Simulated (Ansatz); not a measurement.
Relaxed candidate structures of Sr:

A. Pm-3m (No. 221), cP1, simple cubic type; a = b = c = 3.7539 Å, α = β = γ = 90.00°; Sr 1a (0.000, 0.000, 0.000)

B. Fm-3m (No. 225), cF4, fcc (Cu type); a = b = c = 5.9225 Å, α = β = γ = 90.00°; Sr 4a (0.000, 0.000, 0.000)

**Question.** Rank these by energy per atom (lowest first), as PBEsol (plane waves to 420 eV, PAW, scalar-relativistic; Ansatz, an electronic-structure program) gives it.

**Answer.** B (reference), A (+0.38 eV/atom)

Each run could gain symmetry but not lose that of its start, so entries can be saddle points. From databases, or of a type measured for this composition: Fm-3m, cF4, fcc (Cu type); the others are generated cells (placed on structure types, drawn at random, substituted or restacked) that were not matched to a known phase here. Static energies at zero pressure. No spin polarisation in the result.
